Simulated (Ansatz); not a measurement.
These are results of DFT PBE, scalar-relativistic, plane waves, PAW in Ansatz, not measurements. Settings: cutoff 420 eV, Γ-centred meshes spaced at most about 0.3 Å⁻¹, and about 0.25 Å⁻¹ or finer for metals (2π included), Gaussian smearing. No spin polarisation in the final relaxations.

These are static total energies at zero pressure. All come from trial cells, and lower structures may exist.

Task: Which of these relaxed structures of Al4P is the lowest in energy?
A. Space group I4/mmm (No. 139), tetragonal, a = 6.057 Å, c = 5.672 Å. Around Al lie 1 P at 2.40 Å, 2 Al at 2.66 Å and 2 Al at 2.88 Å; P has 4 Al at 2.40 Å.
B. Space group P6/mmm (No. 191), hexagonal, a = 2.764 Å, c = 13.463 Å. Al on its first site has 8 Al at 2.76–2.83 Å; Al on its second site is surrounded by 1 P at 2.50 Å and 7 Al at 2.76–2.83 Å; P is surrounded by 2 Al at 2.50 Å and 6 P at 2.76 Å.
C. Space group I4/mmm (No. 139), tetragonal, a = 3.584 Å, c = 14.084 Å. Around Al on a site of symmetry -4m2 lie 4 Al at 2.53 Å and 4 Al at 2.85 Å; Al on a site of symmetry 4mm has 1 Al at 2.61 Å, 4 P at 2.85 Å and 4 Al at 2.85 Å; P is surrounded by 8 Al at 2.85 Å.
D. Space group I4/mmm (No. 139), tetragonal, a = 5.029 Å, c = 7.426 Å. Al on a site of symmetry 4mm has 1 P at 2.38 Å, 1 Al at 2.66 Å and 4 Al at 2.84 Å; around Al on a site of symmetry mmm lie 2 P at 2.51 Å and 4 Al at 2.84 Å; P is surrounded by 6 Al at 2.38–2.51 Å.

Result: D. It has space group I4/mmm (No. 139); the next, B, with space group P6/mmm (No. 191), lies 24 meV/atom higher. Counting Al atoms around P (those within 1.25 times the shortest such distance or 1.15 times the sum of covalent radii), the lowest has P 6 and the next has P 2. Even the lowest lies +0.16 eV/atom against the elements.

A magnetic state wasn't ruled out in cells without spin, among them I4/mmm at 18.8 Å³/atom, P6/mmm, I4/mmm at 18.1 Å³/atom, I4/mmm at 20.8 Å³/atom. Cells relaxed within their symmetry can be saddle points. Some types were kept out of the candidates beforehand, so the set may lack a known form.
